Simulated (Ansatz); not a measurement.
# Ti$_{2}$O: how the axes shrink under pressure

Ti$_{2}$O, P-3m1, a = 2.953 Å, c = 4.724 Å. The structure is a COD entry; whether it is the stable form wasn't checked. Ansatz: PBEsol, PAW, 420 eV, Γ-centred 18×18×10 mesh on 3 atoms, Gaussian smearing 0.10 eV; no spin polarisation. Cell and atoms are relaxed at each pressure, and no other structure is tried, so the rows at high pressure may lie past a change of phase. y = 100 ln(c/c0) with c0 = 4.7241 Å, so nearly a change in per cent. The pressures are the targets, met within 0.06 GPa.

```tsv
P (GPa)	y	100 ln(a/a0)
-3.0	0.45	0.57
0.0	0.00	0.00
3.0	-0.43	-0.53
8.0	?	?
15.0	-1.89	-2.37
30.0	-3.36	-4.26
60.0	-5.60	-7.22
```

Problem. Fit y = c1 P + c2 P² to the other rows, give the linear compressibility along c, and predict the missing y.

Solution. Least squares on the rows shown. y = −0.1337 P + 0.0006749 P². The linear compressibility along c is −c1/100 = 1.34 per TPa, against 1.67 along a from the same fit to the last column (its missing entry is -1.33): the crystal is softer along a at low pressure. The runs next to zero pressure give 1.45 and 1.82, so a parabola over the whole range misstates the start. With a term in P³ added, the coefficient of P becomes -0.1444, 8 % more, which shows how far this figure hangs on the form. At P = 8.0 the fit asked for gives -1.03. The run gave -1.09, so the fit is 0.06 too high, within twice the rms miss on the fitted rows (0.04).

Spin polarisation was left out, and a magnetic state may lie lower.